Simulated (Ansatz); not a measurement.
Run on CsCl AlNi (110), 1 layer: DFT, PBE, all-electron LAPW, scalar-relativistic (Ansatz 0.2.0).

The slab is cut from a bulk crystal relaxed on PAW files (its atoms may have been relaxed since), whose type needn't be the stable one.

Command: `ansatz run input.yaml --threads 2 --pin off --max-ram 6144MiB --backend cpu --events-out ev --progress --plain --runs-dir out` It took 62 s on 2 threads of Arm Neoverse N1, on a shared host, peak memory 0.86 GiB.

```yaml
crystal:
  lattice:
    - [2.893574057, 0.0, 0.0]
    - [0.0, 4.0921316751, 0.0]
    - [0.0, 0.0, 16.0]
  atoms:
    - { symbol: Ni, position: [0.75, 0.25, 0.5] }
    - { symbol: Al, position: [0.25, 0.75, 0.5] }
kpoints:
  mp_grid: { grid: [13, 9, 1] }
scf:
  occupations: { method: fermi_dirac, width: 0.1 }
hamiltonian:
  xc: pbe
  pseudopotentials: { kind: all_electron, lapw: { basis_error: 0.001 } }
output:
  forces: true
  stress: true
  eigenvalues: true
  populations: true
  dos: { projected: true, de: 0.2, e_range: [-14, 8] }
efield:
  axis: 3
  amplitude: 0
  dipole_correction: true
```

Output:

```
Ni: projections on atomic orbitals take those of the free atom 1s2 2s2 2p6 3s2 3p6 3d8 4s2, of charge +0.00 (hamiltonian.pseudopotentials.projection_atoms)
Al: projections on atomic orbitals take those of the free atom 1s2 2s2 2p6 3s2 3p1, of charge +0.00 (hamiltonian.pseudopotentials.projection_atoms)
LAPW: plane waves up to 8.138 Å⁻¹, error target 1.0e-3 eV per atom; small_component_spin mean_spin; Al in spheres of 1.148 Å, 11 of its electrons in bands, Dirac shells []; Ni in spheres of 1.358 Å, 18 of its electrons in bands, Dirac shells [] (how accurate: hamiltonian.pseudopotentials.lapw.basis_error, Limitations)
Engine: ansatz 0.2.0
Pseudopotentials: kind: all_electron
Pseudopotential: Ni, LAPW, valence charge 18, lapw/all_electron/scalar/gaussian/Ni, Koelling and Harmon's equation, gaussian nucleus
Pseudopotential: Al, LAPW, valence charge 11, lapw/all_electron/scalar/gaussian/Al, Koelling and Harmon's equation, gaussian nucleus
Functional definition: PBE
  parameter kappa = 0.804
  parameter beta = 0.06672455060314922
  exchange = pbe_x(kappa = kappa, mu = beta*pi^2/3)
  correlation = pbe_c(beta = beta)
Crystal: 2 atoms, lattice volume = 189.454 Å³
Basis set: ecut = 252.3515044383221 eV, 1757 PW (Γ), exchange–correlation at level 2
Bands: 19, of which v1, the nominal top of the filled ones, is band 15 counted from 1 (14 counted from 0)
Symmetry: 4 space group operations
k-points: 35 of 117
Non-local potential: Ni, projectors of the file, none
Non-local potential: Al, projectors of the file, none
Initial density: superposition of atomic densities (neutral atoms: chi_scale 0, normalization atom)
Initial wavefunctions: plane waves of lowest kinetic energy (no species holds an atomic orbital)
Functional: x = pbe(κ = 0.804, μ = 0.2195149727645171), c = pbe(β = 0.06672455060314922)
iter 1 solved again at ethr=1.58e-2 eV; its pass at ethr=1.00e-1 eV (dr2=4.57e0 eV) is discarded
SCF iter   1: F=—  HF=-47991.906335 eV  |F-HF|=—  |Δ(HF+E_count)|=         —  Δρ=2.99e-2  dr2=4.56e0  ethr=1.58e-2  p=0.000 e·Å  D=7.39e-16 V/Å  ΔV_dip=-0.00 eV  dr2_dipole=5.10e-13  V_vac-E_F(+/−)=7.70/7.70 eV  ⟨swp⟩=2.0  Hψ=4269  notcnv=0
efield: sawtooth ramp at fractional position 0.9500 (placed from the atoms, in the widest stretch of the axis that holds none; the zero of the levels goes with the place), width 0.1000; the density the first Hamiltonian is built on has a dipole p = -0.000 e·Å; the dipole correction subtracts the counter field D = -6.54e-15 V/Å, which shifts the + side's vacuum level by +0.00 eV against the − side's; the planar-averaged density in the ramp window peaks in size at 3.2e-6 e/Å³
preconditioner: auto → LDOS  [metal: Δε(μ)=0.074 eV  Ē_g=7.748 eV  σ=0.100 eV  W_gap=0.18  n_scr=24 (ndim 8)  ℏωp=9.7 eV  f_vac=0.703  D(μ)=0.93/eV (n_scr^D=4)  β→1.0]
SCF iter   2: F=—  HF=-48016.346320 eV  |F-HF|=—  |Δ(HF+E_count)|=    2.44e1  Δρ=1.22e-1  dr2=1.08e2  ethr=1.57e-2  p=0.000 e·Å  D=2.15e-7 V/Å  ΔV_dip=-0.00 eV  dr2_dipole=1.34e-12  V_vac-E_F(+/−)=-0.92/-0.92 eV  ⟨swp⟩=4.5  Hψ=2434  notcnv=0  defer=2  recentre
SCF iter   3: F=—  HF=-47990.356371 eV  |F-HF|=—  |Δ(HF+E_count)|=    2.60e1  Δρ=2.14e-2  dr2=2.52e0  ethr=1.57e-2  p=0.000 e·Å  D=3.70e-7 V/Å  ΔV_dip=-0.00 eV  dr2_dipole=3.06e-12  V_vac-E_F(+/−)=7.08/7.08 eV  ⟨swp⟩=3.4  Hψ=2317  notcnv=0
SCF iter   4: F=—  HF=-47989.601556 eV  |F-HF|=—  |Δ(HF+E_count)|=   7.55e-1  Δρ=1.35e-2  dr2=9.99e-1  ethr=8.68e-3  p=-0.000 e·Å  D=-1.27e-7 V/Å  ΔV_dip=0.00 eV  dr2_dipole=6.44e-12  V_vac-E_F(+/−)=5.94/5.94 eV  ⟨swp⟩=2.0  Hψ=1925  notcnv=0
SCF iter   5: F=—  HF=-47989.449310 eV  |F-HF|=—  |Δ(HF+E_count)|=   1.52e-1  Δρ=6.75e-3  dr2=2.21e-1  ethr=3.45e-3  p=0.000 e·Å  D=1.98e-6 V/Å  ΔV_dip=-0.00 eV  dr2_dipole=8.68e-11  V_vac-E_F(+/−)=2.77/2.74 eV  ⟨swp⟩=3.7  Hψ=2267  notcnv=0  defer=2
SCF iter   6: F=—  HF=-47989.387092 eV  |F-HF|=—  |Δ(HF+E_count)|=   6.22e-2  Δρ=1.90e-3  dr2=9.42e-2  ethr=7.61e-4  p=-0.000 e·Å  D=-2.45e-8 V/Å  ΔV_dip=0.00 eV  dr2_dipole=8.75e-12  V_vac-E_F(+/−)=2.53/2.50 eV  ⟨swp⟩=2.5  Hψ=1933  notcnv=0  defer=6
SCF iter   7: F=—  HF=-47989.429494 eV  |F-HF|=—  |Δ(HF+E_count)|=         —  Δρ=3.73e-3  dr2=2.05e-1  ethr=3.25e-4  p=0.000 e·Å  D=5.45e-7 V/Å  ΔV_dip=-0.00 eV  dr2_dipole=2.98e-12  V_vac-E_F(+/−)=2.05/2.02 eV  ⟨swp⟩=3.2  Hψ=1983  notcnv=0  defer=4
the basis was enlarged: its passes take 285.6 KiB over the memory plan, 2 of 2 planned eigensolver slots
SCF iter   8: F=—  HF=-47989.448177 eV  |F-HF|=—  |Δ(HF+E_count)|=   1.87e-2  Δρ=6.67e-3  dr2=3.46e-1  ethr=3.25e-4  p=0.000 e·Å  D=1.89e-7 V/Å  ΔV_dip=-0.00 eV  dr2_dipole=9.73e-15  V_vac-E_F(+/−)=2.23/2.21 eV  ⟨swp⟩=2.1  Hψ=1799  notcnv=0  recentre
SCF iter   9: F=—  HF=-47989.338294 eV  |F-HF|=—  |Δ(HF+E_count)|=   1.10e-1  Δρ=2.05e-3  dr2=4.85e-2  ethr=3.25e-4  p=0.000 e·Å  D=2.07e-7 V/Å  ΔV_dip=-0.00 eV  dr2_dipole=1.00e-11  V_vac-E_F(+/−)=3.53/3.51 eV  ⟨swp⟩=3.1  Hψ=2173  notcnv=0  defer=1
iter 10 solved again at ethr=5.18e-6 eV; its pass at ethr=1.67e-4 eV (dr2=1.50e-3 eV) is discarded
SCF iter  10: F=—  HF=-47989.316316 eV  |F-HF|=—  |Δ(HF+E_count)|=   2.20e-2  Δρ=4.76e-4  dr2=1.50e-3  ethr=5.18e-6  p=-0.000 e·Å  D=-5.43e-7 V/Å  ΔV_dip=0.00 eV  dr2_dipole=5.21e-12  V_vac-E_F(+/−)=4.57/4.57 eV  ⟨swp⟩=2.0  Hψ=3521  notcnv=0
SCF iter  11: F=—  HF=-47989.315991 eV  |F-HF|=—  |Δ(HF+E_count)|=   3.25e-4  Δρ=1.12e-4  dr2=5.51e-5  ethr=5.16e-6  p=0.000 e·Å  D=2.28e-7 V/Å  ΔV_dip=-0.00 eV  dr2_dipole=2.10e-12  V_vac-E_F(+/−)=4.70/4.70 eV  ⟨swp⟩=3.0  Hψ=2041  notcnv=0
SCF iter  12: F=—  HF=-47989.315977 eV  |F-HF|=—  |Δ(HF+E_count)|=   1.47e-5  Δρ=2.07e-5  dr2=2.01e-6  ethr=1.90e-7  p=-0.000 e·Å  D=-7.81e-8 V/Å  ΔV_dip=0.00 eV  dr2_dipole=4.74e-13  V_vac-E_F(+/−)=4.70/4.70 eV  ⟨swp⟩=2.0  Hψ=1787  notcnv=0
SCF iter  13: F=—  HF=-47989.315976 eV  |F-HF|=—  |Δ(HF+E_count)|=   3.05e-7  Δρ=2.82e-6  dr2=4.03e-8  ethr=6.92e-9  p=0.000 e·Å  D=1.22e-7 V/Å  ΔV_dip=-0.00 eV  dr2_dipole=4.42e-13  V_vac-E_F(+/−)=4.70/4.70 eV  ⟨swp⟩=2.2  Hψ=1795  notcnv=0
SCF iter  14: F=-47989.315976 eV  HF=-47989.315976 eV  |F-HF|=2.11e-10  |Δ(HF+E_count)|=   8.19e-9  Δρ=2.51e-7  dr2=5.61e-10  ethr=1.39e-10  p=-0.000 e·Å  D=-6.08e-8 V/Å  ΔV_dip=0.00 eV  dr2_dipole=1.71e-13  V_vac-E_F(+/−)=4.70/4.70 eV  ⟨swp⟩=2.8  Hψ=1842  notcnv=0
SCF 1 converged in 14 iterations: F = -47989.315976 eV  dr2 = 5.61e-10
SCF converged after 14 iterations
Free energy (F): -47989.315976 eV
Harris-Foulkes:  -47989.315976 eV  (|F-HF|=2.11e-10)
Internal energy: -47989.264614 eV  (E = F + TS)
E sigma→0 (E₀):  -47989.290295 eV
Entropy (-TS):   -0.051363 eV (-25.681 meV/atom)
Fermi energy:    -2.122095 eV
Dipole field:    D = -0.000000 V/Å  (p = -0.000000 e·Å, saw-weighted, corrected)
Work function:   Φ+ = 4.7030 eV   Φ− = 4.7030 eV
Levels:          The Fermi level and band energies are counted from a zero that moves with the ramp; work functions are not
--- Per-component energies (eV) ---
  E_band       = -1257.784708
  E_kinetic    = 48657.726149
  E_xc         = -2234.760432
  E_efield     = 0.000000  (sawtooth field / dipole correction)
  E_electrostatic = -94412.230331  (all electrons and nuclei)
  E_smearing   = -0.051363  (= −TS)
  E_closure    = 0.000000  (closes the sum)
  E_atoms      = -47979.538827  (free atoms, spherical and without spin; not in F)
  Σ components = -47989.315976   (vs F -47989.315976, Δ=0.00e0)
  Basis errors (estimates in eV, not in F): energy 4.9e-4 per atom: plane waves 4.4e-4 (2.7e-4 summed), levels above the bands 3.3e-24, relativity 1.3e-8, radial functions 4.7e-5, core shells 1.0e-10; eigenvalues (radial functions only) 3.1e-6; not estimated: angular momenta, meshes, grids; target (lapw.basis_error) 1.0e-3; muffin-tin radii Al 1.148 Å, Ni 1.358 Å
--- Forces (eV/Å), atoms counted from 1 ---
  atom   1  Ni     0.00000000     0.00000000     0.00000043
  atom   2  Al     0.00000000     0.00000000    -0.00000026
  max |Σ_I F_I| component: 1.71e-7 eV/Å
--- Stress (GPa, compression-positive) ---
       -3.618325       0.000000       0.000000
        0.000000      -3.319300       0.000000
        0.000000       0.000000       0.000360
  P = ⅓ Tr σ = -2.3124 GPa (-23.124 kbar)
--- Band table (eV; the first three rows and the last of 35) ---
  k-point 0: bands = ["-105.1103", "-104.4298", "-66.6601", "-66.5497", "-66.5163", "-65.0594", "-64.9697", "-64.4812", "-9.1123", "-4.0502", "-3.0925", "-3.0209", "-2.8066", "-2.6919", "-2.4317", "-1.0898", "1.8080", "2.5093", "2.6461"]
  k-point 1: bands = ["-105.1103", "-104.4298", "-66.6601", "-66.5496", "-66.5162", "-65.0597", "-64.9698", "-64.4812", "-9.0020", "-4.0929", "-3.2133", "-3.0996", "-2.8071", "-2.4307", "-2.3922", "-1.7432", "1.9082", "2.7546", "3.1460"]
  k-point 2: bands = ["-105.1103", "-104.4298", "-66.6601", "-66.5496", "-66.5157", "-65.0602", "-64.9699", "-64.4812", "-8.6774", "-4.3316", "-3.4263", "-3.1175", "-2.9465", "-2.6170", "-2.4284", "-1.8552", "2.2076", "3.0062", "3.4210"]
  k-point 34: bands = ["-105.1095", "-104.4286", "-66.6594", "-66.5601", "-66.5150", "-65.0585", "-64.9889", "-64.4796", "-5.3873", "-3.7965", "-3.1933", "-3.0157", "-3.0062", "-2.4686", "-2.2602", "-0.0981", "0.6069", "2.1381", "4.2594"]
--- Löwdin populations: 2 sites ---
  site symbol       q [e]
     0     Ni     27.5389
     1     Al     13.2839
  spilling = 0.004324 (of n_electrons = 41.000000)
```

populations.tsv:

```
# site	symbol	l	j	q
# orbitals = lowdin
# n_electrons = 41.000000
# spilling = 0.004324
# projection_atom_Ni: 1s2 2s2 2p6 3s2 3p6 3d8 4s2
# projection_atom_Al: 1s2 2s2 2p6 3s2 3p1
0	Ni	0_1S	-	1.999978
0	Ni	0_2S	-	1.998865
0	Ni	0_3S	-	1.974472
0	Ni	0_4S	-	0.608711
0	Ni	1_2P	-	5.999989
0	Ni	1_3P	-	5.995355
0	Ni	2_3D	-	8.961504
1	Al	0_1S	-	1.999911
1	Al	0_2S	-	1.991934
1	Al	0_3S	-	1.274401
1	Al	1_2P	-	5.997565
1	Al	1_3P	-	2.020041
```

Spin polarisation is left out, though a magnetic state may lie lower.
